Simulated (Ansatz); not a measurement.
NbS₂Br₂:
```xyz
10
Lattice="3.3087 5.6859 0.0000 -3.3087 5.6859 0.0000 -2.4047 0.0000 6.5786" Properties=species:S:1:pos:R:3 pbc="T T T"
Nb     0.0000     1.4278     0.0000
Nb     0.0000     9.9440     0.0000
S      0.7158     5.6859     4.5471
S     -3.1205     5.6859     2.0315
S     -1.4799     5.6859     0.8679
S     -0.9248     5.6859     5.7107
Br     1.2258     8.0034     1.5378
Br    -3.6305     3.3684     5.0408
Br    -3.6305     8.0034     5.0408
Br     1.2258     3.3684     1.5378
```

r²SCAN+D4 in the plane-wave PAW code Ansatz gives a gap of 1.65 eV without spin–orbit coupling, maximum on the M–A line, 31 % of the way from M, minimum at M.

What happens when spin–orbit coupling is switched on?

The gap shrinks by 0.01 eV, to 1.64 eV; maximum on the M–A line, 31 % of the way from M, minimum at M.

Give the electron effective mass with spin–orbit coupling.

0.71, 1.2, 2.4 mₑ (principal values).

Give the hole effective mass with spin–orbit coupling.

1.2, 3.2, 4.4 mₑ (principal values).

Space group C2/m. The first step of the workflow began from a Materials Project structure, measured or hypothetical; the Crystallography Open Database copy checked does not list it. Whether it is the stable phase at ambient conditions was not checked. Symmetry was held in the r²SCAN+D4 relaxation; whether a distortion lowers the energy is not shown. The run is not spin-polarised.

Potentials: the later of the program's two PAW sets.
